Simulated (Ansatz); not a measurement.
A relaxed structure of CdTe. Space group P6₃mc (No. 186), AFLOW prototype AB_hP8_186_ab_ab (B5, as in SiC). All values below come from PBEsol (plane waves to 420 eV, PAW, scalar-relativistic; Ansatz, a program for electronic structure).

```cif
data_Cd4Te4
_chemical_formula_sum 'Cd4 Te4'
_space_group_name_H-M_alt 'P 1'
_space_group_IT_number 1
_cell_length_a 4.58539
_cell_length_b 4.58539
_cell_length_c 15.00956
_cell_angle_alpha 90.000
_cell_angle_beta 90.000
_cell_angle_gamma 120.000
loop_
_space_group_symop_operation_xyz
  'x, y, z'
loop_
_atom_site_label
_atom_site_type_symbol
_atom_site_fract_x
_atom_site_fract_y
_atom_site_fract_z
_atom_site_occupancy
Cd1 Cd 0.00000 0.00000 0.00003 1
Cd2 Cd 0.00000 0.00000 0.50003 1
Cd3 Cd 0.66667 0.33333 0.75015 1
Cd4 Cd 0.33333 0.66667 0.25015 1
Te1 Te 0.00000 0.00000 0.81292 1
Te2 Te 0.00000 0.00000 0.31292 1
Te3 Te 0.66667 0.33333 0.56253 1
Te4 Te 0.33333 0.66667 0.06253 1
```

Task: What is the computed band gap (PBEsol)?

Result: 0.67 eV, direct at Γ (no spin-orbit coupling).

No spin polarisation in the result. Spin-orbit coupling is missing; with elements this heavy it can move band edges by tenths of an eV or more.

The run could not lose the symmetry of its start.

The first start was generated by placing the elements on the sites of a structure type. Materials Project lists a structure of CdTe in the same space group, P6₃mc (No. 186); the sites were not compared with it, nor with measured phases. Known forms of CdTe include space group No. 216.
